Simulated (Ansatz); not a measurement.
Two-dimensional strain map in MgO2

Computed with DFT r2SCAN, scalar-relativistic, plane waves, PAW in Ansatz. Settings: plane waves to 500 eV, k-mesh 12×12×12 (Γ-centred), Gaussian smearing 0.05 eV. No spin polarisation. Energies are free energies at this smearing, counted from the undisturbed cell; pressure is positive in compression.

The starting cell (as given, not relaxed at this level; it stands at -5.4 GPa, and it needn't be the usual structure):

```yaml
crystal:
  lattice:
    - [1.60476, 0.92651, 3.49398]
    - [-1.60476, 0.92651, 3.49398]
    - [0.00000, -1.85302, 3.49398]
  atoms:
    - { symbol: Mg, position: [0.00000, 0.00000, 0.00000] }
    - { symbol: O, position: [0.42879, 0.42879, 0.42879] }
    - { symbol: O, position: [0.57121, 0.57121, 0.57121] }
```

The cell is strained by p along both x and y and by q along z, fractional coordinates fixed. Points are written (p, q).

Energy above the undisturbed cell in meV/atom (a dash: not computed):

```
 p \ q  -0.080  -0.040  0.000  0.040  0.080
-0.080   225.7   121.4   92.7  121.4  193.3
-0.040   115.6    25.2    7.0   43.4  121.0
 0.000    92.2    11.6    0.0   40.8  121.0
 0.040   132.9    59.2   51.6   94.3  175.0
 0.080   220.5   151.8  146.5  189.5  269.0
```

Pressure in GPa:

```
 p \ q  -0.080  -0.040  0.000  0.040  0.080
-0.080    47.4    30.8   18.2    8.6    1.4
-0.040    27.7    14.2    4.1   -3.5   -9.1
 0.000    14.0     2.8   -5.4  -11.5  -15.9
 0.040     4.5    -4.9  -11.7  -16.6  -20.1
 0.080    -2.0   -10.0  -15.7  -19.7  -22.6
```

Gap on the k-mesh in eV:

```
 p \ q  -0.080  -0.040  0.000  0.040  0.080
-0.080    4.71    3.59   2.59   1.72   0.98
-0.040    4.35    3.77   2.81   1.98   1.26
 0.000    3.87    3.82   2.95   2.16   1.47
 0.040    3.33    3.52   3.02   2.27   1.62
 0.080    2.75    3.08   3.01   2.34   1.73
```